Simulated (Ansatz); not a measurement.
ZnS (wurtzite), relaxed with r²SCAN (Ansatz, a program for electronic structure, plane waves, PAW): a = b = 3.8071 Å, c = 6.2466 Å, α = β = 90.00°, γ = 120.00°.

- gap (eV): 2.77
- B₀ by P(V) fit (GPa): 77.7

Question: The same phase is relaxed and computed with HSE06 in the same code. What are the cell and these values now?

Answer: a = b = 3.8339 Å, c = 6.2777 Å, α = β = 90.00°, γ = 120.00°.

- gap (eV) = 3.35
- B₀ by P(V) fit (GPa) = 74.7

All cells were relaxed under the symmetry of their starts (and spin orders); stability against distortions was not tested throughout.

Potentials: the earlier of the program's two PAW sets. The files were generated under PBE; for other functionals the program regenerates the frozen cores, and for LDA and PBEsol the local potential too.

Ansatz is a plane-wave DFT program.
